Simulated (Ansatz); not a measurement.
### Question
Re (hcp (Mg type), P6_3/mmc) is relaxed with the program Ansatz at the PBEsol level (PAW). What lattice parameters of the conventional cell result?

### Answer
a = 2.751 Å, c = 4.442 Å.

The PBEsol relaxation kept the symmetry of its start. No spin polarisation was allowed. Axis ratios of metals converge slowly with the k-mesh, so a and c are less sure than the volume. Scalar-relativistic: spin–orbit coupling is off unless named, which matters more the heavier the elements.

Potentials: the later of the program's two PAW sets.
